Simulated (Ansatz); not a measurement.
LaGeIr in space group I4_1md (No. 109; La on 4a, Ge on 4a, Ir on 4a), plane-wave PAW PBE (Ansatz code), all energies at zero smearing, with the estimated change up to a 700 eV cutoff added, with one set of potentials and settings (totals compare only within such a set). Cell of 6 atoms (2 La, 2 Ge, 2 Ir): -44965.771 eV.

```
element                reference phase  E (eV/atom)
-------  -----------------------------  -----------
La       P6_3/mmc, 4 atoms in the cell   -6250.0953
Ge          Fd-3m, 2 atoms in the cell   -4294.9847
Ir          Fm-3m, 1 atoms in the cell  -11935.3137
```

Formation energy per atom, worked out: (-44965.771 − 2×(-6250.0953) − 2×(-4294.9847) − 2×(-11935.3137))/6 = -0.831 eV/atom (-80 kJ per mol of atoms), at 0 K, without zero-point energy or fitted corrections.

The workflow started from a Materials Project entry (that database holds measured and hypothetical structures alike); the Crystallography Open Database copy checked does not list it. With Ge and Ir taken as one species the cell has the higher symmetry I4_1/amd, so it may be an ordered model of a mixed-site phase. Whether it is the stable phase at ambient conditions was not checked. The PBE relaxation kept the symmetry of its start; whether a distortion lowers the energy is not shown. No spin polarisation was allowed. The references are the lowest solids computed at this level, not always the standard phases. Spin–orbit coupling is left out wherever it is not named.

Potentials: the later of the program's two PAW sets.
